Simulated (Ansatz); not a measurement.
LiCl (rock salt, space group No. 225), a = 5.064 Å, b = 5.064 Å, c = 5.064 Å, α = 90.00°, β = 90.00°, γ = 90.00°; the cell used has 2 atoms.

Relaxed with PBEsol. PBEsol (plane waves, PAW; program Ansatz) gives a gap of 6.35 eV.

Task: What gap does HSE06 give on the same cell (Ansatz, PAW)?

Result: 7.96 eV, 1.62 eV more. The hybrid was solved on a coarser mesh and at special points; its gap is the smallest among all of these.

| k | v1 PBEsol | c1 PBEsol | v1 HSE06 | c1 HSE06 |
|---|---|---|---|---|
| Γ | 0.00 | 6.35 | 0.00 | 7.96 |
| X | -1.20 | 7.78 | [?] | [?] |
| L | -0.28 | 6.58 | [?] | [?] |
| W | -1.15 | 9.52 | [?] | [?] |
| K | -0.91 | 7.91 | [?] | [?] |

Task: Top valence (v1) and lowest conduction level (c1) in eV from each method's valence maximum (which need not be a listed point): supply the withheld HSE06 values.

Result: 
- W, v1 HSE06: -1.22
- W, c1 HSE06: 11.16
- L, v1 HSE06: -0.30
- L, c1 HSE06: 8.16
- X, v1 HSE06: -1.27
- X, c1 HSE06: 9.35
- K, v1 HSE06: -0.95
- K, c1 HSE06: 9.50

Cost on shared cores: the PBEsol run (SCF on a 9×9×9 mesh, then bands and DOS) around 6 core-seconds (rough), the HSE06 run (SCF on 7×7×7, then a few points) about 70 core-seconds (a rough figure); the tasks are unlike.

Space group Fm-3m (rock salt). The PBEsol relaxation kept the symmetry of its start.

Potentials: the later of the program's two PAW sets.
